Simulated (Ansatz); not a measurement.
SrTiO3:
Space group I4/mcm (No. 140); a = b = 5.4878 Å, c = 7.8092 Å, α = β = γ = 90.00°

```json
[
 {"atom": "Sr", "site": "4b", "symmetry": "-42m", "x": "0.0000", "y": "0.5000", "z": "0.2500"},
 {"atom": "Ti", "site": "4c", "symmetry": "4/m..", "x": "0.0000", "y": "0.0000", "z": "0.0000"},
 {"atom": "O", "site": "8h", "symmetry": "m.2m", "x": "0.2254", "y": "0.2746", "z": "0.0000"},
 {"atom": "O", "site": "4a", "symmetry": "422", "x": "0.0000", "y": "0.0000", "z": "0.2500"}
]
```
(The calculation used a cell of 10 atoms; values per cell refer to that cell.)

Relaxed with PBEsol.

Which orbitals make up the states near the band edges in DFT-PBEsol in the program Ansatz with PAW potentials?

Top 1 eV of the valence band: O 2p 95 %. Bottom 1 eV of the conduction band: Ti 3d 88 %, O 2p 10 %. Projections are on Löwdin-orthogonalised atomic valence shells; empty p or d shells of many metals are not among them.

Tabulate the density of states.

States/eV per cell of 10 atoms, in 0.25 eV bins, energy from the valence-band maximum.

| E (eV) | total | O 2p | Ti 3d | O 2s |
|---|---|---|---|---|
| -7.85 | 0.00 | 0.00 | 0.00 | 0.00 |
| -7.60 | 0.00 | 0.00 | 0.00 | 0.00 |
| -7.35 | 0.00 | 0.00 | 0.00 | 0.00 |
| -7.10 | 0.00 | 0.00 | 0.00 | 0.00 |
| -6.85 | 0.00 | 0.00 | 0.00 | 0.00 |
| -6.60 | 0.00 | 0.00 | 0.00 | 0.00 |
| -6.35 | 0.00 | 0.00 | 0.00 | 0.00 |
| -6.10 | 0.00 | 0.00 | 0.00 | 0.00 |
| -5.85 | 0.00 | 0.00 | 0.00 | 0.00 |
| -5.60 | 0.00 | 0.00 | 0.00 | 0.00 |
| -5.35 | 0.00 | 0.00 | 0.00 | 0.00 |
| -5.10 | 0.00 | 0.00 | 0.00 | 0.00 |
| -4.85 | 0.00 | 0.00 | 0.00 | 0.00 |
| -4.60 | 0.53 | 0.38 | 0.10 | 0.00 |
| -4.35 | 8.89 | 6.45 | 1.56 | 0.03 |
| -4.10 | 8.44 | 5.93 | 1.92 | 0.03 |
| -3.85 | 8.69 | 6.14 | 2.01 | 0.05 |
| -3.60 | 7.20 | 5.24 | 1.52 | 0.05 |
| -3.35 | 8.61 | 6.44 | 1.66 | 0.06 |
| -3.10 | 11.41 | 8.95 | 1.81 | 0.07 |
| -2.85 | 17.01 | 14.24 | 1.83 | 0.05 |
| -2.60 | 5.71 | 4.48 | 0.94 | 0.03 |
| -2.35 | 4.00 | 3.20 | 0.60 | 0.03 |
| -2.10 | 3.92 | 3.25 | 0.45 | 0.03 |
| -1.85 | 5.87 | 5.10 | 0.37 | 0.07 |
| -1.60 | 5.38 | 4.78 | 0.26 | 0.06 |
| -1.35 | 7.83 | 7.14 | 0.32 | 0.06 |
| -1.10 | 11.21 | 10.30 | 0.46 | 0.07 |
| -0.85 | 11.78 | 10.94 | 0.43 | 0.07 |
| -0.60 | 8.22 | 7.80 | 0.18 | 0.03 |
| -0.35 | 5.97 | 5.79 | 0.05 | 0.01 |
| -0.10 | 3.32 | 3.25 | 0.01 | 0.00 |
| 0.15 | 0.00 | 0.00 | 0.00 | 0.00 |
| 0.40 | 0.00 | 0.00 | 0.00 | 0.00 |
| 0.65 | 0.00 | 0.00 | 0.00 | 0.00 |
| 0.90 | 0.00 | 0.00 | 0.00 | 0.00 |
| 1.15 | 0.00 | 0.00 | 0.00 | 0.00 |
| 1.40 | 0.00 | 0.00 | 0.00 | 0.00 |
| 1.65 | 0.00 | 0.00 | 0.00 | 0.00 |
| 1.90 | 0.03 | 0.00 | 0.02 | 0.00 |
| 2.15 | 1.42 | 0.05 | 1.34 | 0.00 |
| 2.40 | 2.17 | 0.17 | 1.96 | 0.00 |
| 2.65 | 2.63 | 0.30 | 2.28 | 0.00 |
| 2.90 | 3.42 | 0.48 | 2.85 | 0.00 |
| 3.15 | 3.66 | 0.59 | 2.95 | 0.01 |
| 3.40 | 5.55 | 1.01 | 4.36 | 0.01 |
| 3.65 | 7.54 | 1.49 | 5.75 | 0.01 |
| 3.90 | 11.65 | 2.39 | 8.72 | 0.02 |
| 4.15 | 7.38 | 1.40 | 5.41 | 0.05 |
| 4.40 | 2.46 | 0.50 | 1.76 | 0.01 |
| 4.65 | 0.83 | 0.06 | 0.65 | 0.08 |
| 4.90 | 2.14 | 0.17 | 1.64 | 0.23 |
| 5.15 | 2.45 | 0.23 | 1.83 | 0.27 |
| 5.40 | 2.87 | 0.31 | 2.10 | 0.31 |
| 5.65 | 2.69 | 0.34 | 1.82 | 0.27 |
| 5.90 | 2.29 | 0.32 | 1.35 | 0.19 |
| 6.15 | 2.64 | 0.39 | 1.37 | 0.18 |
| 6.40 | 2.59 | 0.37 | 1.11 | 0.15 |
| 6.65 | 3.04 | 0.41 | 1.13 | 0.18 |

The first step of the workflow began from a Materials Project structure, measured or hypothetical; the Crystallography Open Database files this formula in space group No. 140, but the cells were not matched. It is not the phase usual at ambient conditions (space group No. 221). The cell was relaxed with PBEsol under the symmetry of its start. At this level the phase is dynamically unstable (imaginary phonons). No spin polarisation was allowed. Scalar-relativistic: spin–orbit coupling is off unless named, which matters more the heavier the elements.

Potentials: the earlier of the program's two PAW sets. The files were generated under PBE; for other functionals the program regenerates the frozen cores, and for LDA and PBEsol the local potential too.
